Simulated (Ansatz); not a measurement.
Relaxed-ion elastic tensor of ZrPt$_{3}$ in space group P6_3/mmc (No. 194; Zr on 2a, Zr on 2c, Pt on 6g, Pt on 6h) in GPa (Voigt order), r²SCAN (plane waves, PAW; program Ansatz); density 17.25 g/cm³, 16.28 Å³ per atom.

|  | 1 | 2 | 3 | 4 | 5 | 6 |
|---|---|---|---|---|---|---|
| 1 | 394 | 168 | 157 | 0.0 | 0.0 | 0.0 |
| 2 | 168 | 394 | 157 | 0.0 | 0.0 | 0.0 |
| 3 | 157 | 157 | 405 | 0.0 | 0.0 | 0.0 |
| 4 | 0.0 | 0.0 | 0.0 | 94.0 | 0.0 | 0.0 |
| 5 | 0.0 | 0.0 | 0.0 | 0.0 | 94.0 | 0.0 |
| 6 | 0.0 | 0.0 | 0.0 | 0.0 | 0.0 | 113 |

Question: Is the crystal mechanically stable?

Answer: Yes: the smallest eigenvalue of C is 94.0 GPa.

Question: Work out the Voigt, Reuss and Hill averages.

Answer: K_V = 240, K_R = 240, K_H = 240; G_V = 108, G_R = 106, G_H = 107 GPa.

Question: Give Young's modulus, Poisson's ratio, Pugh's ratio and the universal anisotropy index.

Answer: E = 9KG/(3K + G) = 279 GPa; ν = 0.31; K/G = 2.25 (ductile by the Pugh limit of 1.75); A_U = 5G_V/G_R + K_V/K_R − 6 = 0.06.

Question: Estimate the sound speeds and the Debye temperature.

Answer: v_l = √((K + 4G/3)/ρ) = 4710 m/s, v_t = √(G/ρ) = 2490 m/s, mean 2780 m/s; Θ = (h/k)(3n/4πV)^(1/3) v_m = 327 K.

Question: How much does each axis shrink under pressure?

Answer: Linear compressibilities β_i = Σ_j S_ij (j = 1 to 3): x 1.4, y 1.4, z 1.4 per TPa.

The workflow started from a Materials Project entry (that database holds measured and hypothetical structures alike); the Crystallography Open Database copy checked does not list it. COD files the formula under space group No. 221. Whether it is the stable phase at ambient conditions was not checked. The cell was relaxed with r²SCAN under the symmetry of its start; its stability against distortions is not shown here. The run is not spin-polarised. As this level gives no gap, shear constants depend on the k-mesh and smearing (Fermi–Dirac, 0.1 eV here). Spin–orbit coupling is left out wherever it is not named.

Potentials: the later of the program's two PAW sets.
